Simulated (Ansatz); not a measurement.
A distorted cell of MoS2 (2H-MoS2 type, space group P6_3/mmc):

```xyz
6
Lattice="3.0430 0.0000 0.0000 -1.5215 2.6353 0.0000 0.0000 0.0000 11.9163" Properties=species:S:1:pos:R:3 pbc="T T T"
Mo     0.0000     1.7569     2.9791
Mo     1.5215     0.8784     8.9373
S      0.0000     1.7569     7.3941
S      1.5215     0.8784     1.4360
S      1.5215     0.8784     4.5222
S      0.0000     1.7569    10.4804
```

Computed with PBE-D3(BJ) (plane waves to 420 eV, PAW, scalar-relativistic; Ansatz, a first-principles code). k mesh 12×12×3 (Γ-centred), Fermi-Dirac smearing 0.05 eV. E stands for the smeared free energy. Stress and pressure are positive under compression. As the atoms are clamped, bonds stretch with the cell, which overstates energies and stresses. MoS2 is run without spin polarisation. MoS2 was relaxed with its symmetry unable to fall. The PAW data are Ansatz's earlier set.

**Question.** Give the stress tensor in GPa and the pressure.

**Answer.** 
```
   16.1      0.0      0.0
    0.0     16.1      0.0
    0.0      0.0     13.7
```
The pressure, a third of the trace, is 15.3 GPa.

**Question.** It is the relaxed cell deformed to V/V₀ = 0.920, (c/a)/(c/a)₀ = 1.020, c along z, fractional positions held. What is its energy relative to the relaxed cell?

**Answer.** 62.8 meV/atom.

(A scan under strain: stresses follow from slopes of the energy per volume, elastic moduli from its curvatures.)
